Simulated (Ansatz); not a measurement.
Given:

HfC:
```xyz
2
Lattice="0.0000 2.3034 2.3034 2.3034 0.0000 2.3034 2.3034 2.3034 0.0000" Properties=species:S:1:pos:R:3 pbc="T T T"
C      0.0000     0.0000     0.0000
Hf     2.3034     2.3034     2.3034
```

This is the PBEsol-relaxed structure.

Q: All from DFT-PBEsol in the program Ansatz with PAW potentials, unless another level is named. Predict the highest zone-centre frequency.

A: 455 cm⁻¹.

Q: Next, the Hill bulk and shear moduli?

A: 249 and 191 GPa.

Q: Predict the elastic constants (relaxed ions, GPa).

A: C11 = 540, C12 = 103, C44 = 174.

Space group Fm-3m (rock salt). The PBEsol relaxation kept the symmetry of its start; of distortions, only those at the zone centre were tested. No spin polarisation was allowed. As this level gives no gap, shear constants depend on the k-mesh and smearing (Fermi–Dirac, 0.1 eV here). As this level gives no gap, phonon frequencies hold no LO–TO term and depend on the k-mesh and smearing (Fermi–Dirac, 0.1 eV here). Spin–orbit coupling is left out wherever it is not named.

Potentials: the later of the program's two PAW sets.
